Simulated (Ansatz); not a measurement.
The cell below belongs to a search over invented structures; it isn't taken from experiment.

Input and command of a plane-wave DFT calculation in Ansatz:

```yaml
crystal:
  lattice:
    - [3.8494873724, 0.0042725173, -0.0805947744]
    - [-1.9210435777, 3.2313338728, 0.0604184185]
    - [-0.2723099897, 0.0785011999, 12.9201009112]
  atoms:
    - { symbol: Cd, position: [0.3510746614, 0.6712004724, 0.4739423025] }
    - { symbol: Cd, position: [0.3686735705, 0.7104799458, 0.8870568625] }
    - { symbol: Cd, position: [-0.0163184636, 0.0045537841, 0.675392855] }
    - { symbol: Cd, position: [0.0081874108, -0.0063401709, 0.2408434148] }
    - { symbol: Te, position: [-0.0300100325, 0.9788840599, 0.0098639456] }
    - { symbol: O, position: [0.2601890567, 0.6580496952, 0.2733555315] }
    - { symbol: O, position: [0.4000873186, 0.6486269613, 0.7198516417] }
    - { symbol: O, position: [-0.0085501885, 0.0012119188, 0.4996934466] }
basis:
  ecutwfc: 420
kpoints:
  mp_grid: { grid: [6, 6, 2] }
hamiltonian:
  xc: pbe
scf:
  occupations: { method: gaussian, width: 0.2 }
  lower_state_search: "off"
output:
  forces: true
  stress: true
  eigenvalues: true
relax:
  adjacent_minimum: "off"
  f_tol: 0.025
  max_steps: 60
  cell: { stress_tol: 0.25 }
```

```bash
ansatz run input.yaml --threads 1 --pin off --max-ram 2560MiB --backend cpu --events-out ev --progress --plain --runs-dir out
```

Processor: Intel(R) Xeon(R) 6975P-C (Granite Rapids), 1 thread, on a host shared with other jobs.

Question: Estimate time, memory and problem size.

Answer: About 2.1 min, peak memory 0.68 GiB. It solves 69 bands at 40 k points (after reduction by symmetry) with about 3229 plane waves (on the last cell), in 41 SCF iterations over 6 ionic steps.
